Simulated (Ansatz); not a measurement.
How the vibrations of HfH$_{2}$ change with volume

Method: DFT LDA, scalar-relativistic, plane waves, PAW in Ansatz 0.2.0. Settings: 420 eV plane-wave cutoff, Γ-centred 18×18×18 mesh, Fermi-Dirac smearing of 0.15 eV. No spin polarisation. Phonons by linear response, acoustic sum rule imposed.

Equilibrium structure at this level:
```cif
data_structure
_symmetry_space_group_name_H-M 'I4/mmm'
_symmetry_Int_Tables_number 139
_cell_length_a 3.4318
_cell_length_b 3.4318
_cell_length_c 4.2282
_cell_angle_alpha 90.000
_cell_angle_beta 90.000
_cell_angle_gamma 90.000
_cell_volume 49.80
loop_
_atom_site_label
_atom_site_type_symbol
_atom_site_symmetry_multiplicity
_atom_site_Wyckoff_symbol
_atom_site_fract_x
_atom_site_fract_y
_atom_site_fract_z
_atom_site_occupancy
Hf1 Hf 2 a 0.00000 0.00000 0.00000 1
H1 H 4 d 0.00000 0.50000 0.25000 1
```

In a metal, frequencies depend on the k mesh and the smearing, soft modes most. Spin–orbit coupling is left out, which can shift energies with elements as heavy as these.

Cells at 0.98 and 1.02 times the equilibrium volume were relaxed in shape and atoms; γ = −d ln ν / d ln V, modes matched by rank.

**Question.** Give the optical frequencies at Γ (cm⁻¹) at the three volumes and the mode Grüneisen parameters.

**Answer.**
```json
{"0.98 V": "1141", "V": "1107", "1.02 V": "1075", "γ": "1.49", "degeneracy": "2"}
{"0.98 V": "1191", "V": "1165", "1.02 V": "1140", "γ": "1.10", "degeneracy": "1"}
{"0.98 V": "1310", "V": "1279", "1.02 V": "1250", "γ": "1.16", "degeneracy": "2"}
{"0.98 V": "1410", "V": "1384", "1.02 V": "1358", "γ": "0.94", "degeneracy": "1"}
```

**Question.** What pressures hold the two strained cells, and what bulk modulus follows?

**Answer.** 3.32 GPa at 0.98 V and -3.02 GPa at 1.02 V, so B = −dP/d ln V ≈ 158 GPa.

Cost: 6 runs of about 15 core-minutes in all, on Intel Xeon Platinum 8259CL (Skylake/Cascade Lake) (shared hosts).